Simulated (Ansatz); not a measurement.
Relaxed-ion elastic tensor of LuBi (rock salt, Fm-3m) in GPa (Voigt order), PBEsol (plane waves, PAW; program Ansatz); density 11.05 g/cm³, 28.84 Å³ per atom.

```
 150  16.4  16.4   0.0   0.0   0.0
16.4   150  16.4   0.0   0.0   0.0
16.4  16.4   150   0.0   0.0   0.0
 0.0   0.0   0.0  22.7   0.0   0.0
 0.0   0.0   0.0   0.0  22.7   0.0
 0.0   0.0   0.0   0.0   0.0  22.7
```

### Question
Is the crystal mechanically stable?

### Answer
Yes: the smallest eigenvalue of C is 22.7 GPa.

### Question
Work out the Voigt, Reuss and Hill averages.

### Answer
K_V = 60.9, K_R = 60.9, K_H = 60.9; G_V = 40.3, G_R = 30.8, G_H = 35.6 GPa.

### Question
Give Young's modulus, Poisson's ratio, Pugh's ratio and the universal anisotropy index.

### Answer
E = 9KG/(3K + G) = 89.3 GPa; ν = 0.26; K/G = 1.71 (near the Pugh limit of 1.75, no verdict); A_U = 5G_V/G_R + K_V/K_R − 6 = 1.53.

### Question
Estimate the sound speeds and the Debye temperature.

### Answer
v_l = √((K + 4G/3)/ρ) = 3130 m/s, v_t = √(G/ρ) = 1790 m/s, mean 1990 m/s; Θ = (h/k)(3n/4πV)^(1/3) v_m = 193 K.

### Question
Give the Zener ratio and Young's modulus along [100], [110] and [111].

### Answer
A = 2C44/(C11 − C12) = 0.34; 1/E = S11 − 2(S11 − S12 − S44/2)Γ with Γ = 0, 1/4, 1/3 gives 146, 71.0, 60.6 GPa.

The workflow started from a Materials Project entry (that database holds measured and hypothetical structures alike); the Crystallography Open Database copy checked does not list it. With Lu and Bi taken as one species the cell has the higher symmetry Pm-3m, so it may be an ordered model of a mixed-site phase. Whether it is the stable phase at ambient conditions was not checked. The cell was relaxed with PBEsol under the symmetry of its start; of distortions, only those at the zone centre were tested. As this level gives no gap, shear constants depend on the k-mesh and smearing (Fermi–Dirac, 0.1 eV here). Scalar-relativistic: spin–orbit coupling is off unless named, which matters more the heavier the elements.

Potentials: the later of the program's two PAW sets.
